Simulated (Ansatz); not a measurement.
GaSb (NiAs type, P6_3/mmc), a = 3.9657 Å, b = 3.9657 Å, c = 7.0007 Å, α = 90.00°, β = 90.00°, γ = 120.00°.

Relaxed with r²SCAN.

**Question.** Tabulate the valence density and the electron localisation function along the shortest Ga–Sb contact (2.88 Å), r²SCAN (plane waves, PAW; program Ansatz).

**Answer.** 

```csv
distance from Ga (Å),density (e/Å³),ELF
0.29,20.94,0.02
0.43,7.61,0.05
0.58,2.43,0.14
0.72,0.95,0.24
0.86,0.52,0.29
1.01,0.36,0.32
1.15,0.29,0.41
1.30,0.27,0.53
1.44,0.28,0.59
1.59,0.32,0.59
1.73,0.40,0.53
1.87,0.54,0.45
2.02,0.90,0.37
2.16,1.97,0.27
2.31,4.21,0.15
2.45,7.62,0.07
2.59,11.47,0.04
```

The density is the valence pseudo-density with augmentation charge, so density and ELF within about 1 Å of a nucleus are not all-electron values.

The start of the workflow was typed in or built on a structure type; neither database checked (COD, Materials Project) lists it. It is not the phase usual at ambient conditions (space group No. 216). The r²SCAN relaxation kept the symmetry of its start; its stability against distortions is not shown here. Scalar-relativistic: spin–orbit coupling is off unless named, which matters more the heavier the elements.

Potentials: the earlier of the program's two PAW sets.
